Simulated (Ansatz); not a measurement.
# Ti₅CuSb₃: do the settings matter for the field gradients?

This input was run with Ansatz:

```yaml
crystal:
  lattice:
    - [8.1534801005, 0.0, 0.0]
    - [-4.0767400502, 7.0611208963, 0.0]
    - [0.0, 0.0, 5.47802548]
  atoms:
    - { symbol: Ti, position: [0.3333333333, 0.6666666667, 0.0] }
    - { symbol: Ti, position: [0.6666666667, 0.3333333333, 0.0] }
    - { symbol: Ti, position: [0.6666666667, 0.3333333333, 0.5] }
    - { symbol: Ti, position: [0.3333333333, 0.6666666667, 0.5] }
    - { symbol: Ti, position: [0.73332355, 0.0, 0.75] }
    - { symbol: Ti, position: [0.0, 0.73332355, 0.75] }
    - { symbol: Ti, position: [0.26667645, 0.26667645, 0.75] }
    - { symbol: Ti, position: [0.26667645, 0.0, 0.25] }
    - { symbol: Ti, position: [0.0, 0.26667645, 0.25] }
    - { symbol: Ti, position: [0.73332355, 0.73332355, 0.25] }
    - { symbol: Cu, position: [0.0, 0.0, 0.5] }
    - { symbol: Cu, position: [0.0, 0.0, 0.0] }
    - { symbol: Sb, position: [0.38336211, 0.0, 0.75] }
    - { symbol: Sb, position: [0.0, 0.38336211, 0.75] }
    - { symbol: Sb, position: [0.61663789, 0.61663789, 0.75] }
    - { symbol: Sb, position: [0.61663789, 0.0, 0.25] }
    - { symbol: Sb, position: [0.0, 0.61663789, 0.25] }
    - { symbol: Sb, position: [0.38336211, 0.38336211, 0.25] }
kpoints:
  mp_grid: { grid: [5, 5, 6] }
scf:
  occupations: { method: fermi_dirac, width: 0.05 }
  convergence: { dr2_threshold: 0.0001 }
  mixing: { algorithm: anderson, beta: 0.7 }
hamiltonian:
  xc: pbe
  pseudopotentials: { kind: paw }
output:
  forces: true
  stress: true
  populations: true
  efg:
    quadrupole_moments_barn: { Ti: 0.247, Cu: -0.22, Sb: -0.543 }
    contact_densities: true
```

```sh
ansatz run input.yaml --threads 2 --pin off --max-ram 5120MiB --backend cpu --events-out ev --progress --plain --runs-dir out
```

It converged. Of its output the block on the nuclei alone is shown, without the SCF iterations, energies, forces and stress (one atom of each set):

```
--- PAW observables at the nuclei: V_zz in 10²¹ V/m², potentials from the cell's mean, atoms counted from 1 ---
  atom   1  Ti V_zz =    -2.979509   η = 0.0000   by run symmetry: allowed   C_q = -17.7949 MHz
            electrostatic potential = -2533.975480 V   contact ρ = 56781.305036 e/Å³
  atom   5  Ti V_zz =    -1.572115   η = 0.2332   by run symmetry: allowed   C_q = -9.3894 MHz
            electrostatic potential = -2533.715752 V   contact ρ = 56780.505161 e/Å³
  atom  11  Cu V_zz =    -0.825212   η = 0.0000   by run symmetry: allowed   C_q = +4.3898 MHz
            electrostatic potential = -3761.830783 V   contact ρ = 147580.012272 e/Å³
  atom  13  Sb V_zz =    -5.906840   η = 0.9748   by run symmetry: allowed   C_q = +77.5549 MHz
            electrostatic potential = -8414.375762 V   contact ρ = 1350040.273261 e/Å³
```

Question: Can these gradients be trusted, and how do they compare with a run on standard settings?

Answer: They agree with the standard run. Against the standard input the change is `scf.convergence.dr2_threshold`: not typed → 0.0001; `scf.mixing.algorithm`: not typed → anderson; `scf.mixing.beta`: not typed → 0.7. A site carries the number of its first atom; V_zz in 10²¹ V/m².

```tsv
site	atom	V_zz standard	η standard	V_zz here	η here
Ti1	1	-2.98	0.00	-2.98	0.00
Ti5	5	-1.57	0.23	-1.57	0.23
Cu	11	-0.83	0.00	-0.83	0.00
Sb	13	-5.91	0.97	-5.91	0.97
```

All printed values agree. SCF iterations: 8 and 7. New warnings: force scf threshold loose, stress scf threshold loose. In the changed run the SCF threshold is loose, yet the gradients stay close to the reference.

On the reference run: The run finds no gap above 0.1 eV (a metal, or nearly one), so the gradients can move by 10 % or more with the k-mesh. Without spin–orbit coupling (the program notes it for Sb) the gradients can shift somewhat, as the gap is small. With these PAW files V_zz is typically within 2 to 3 % of all-electron values, but misses above 10 % occur on Sb.
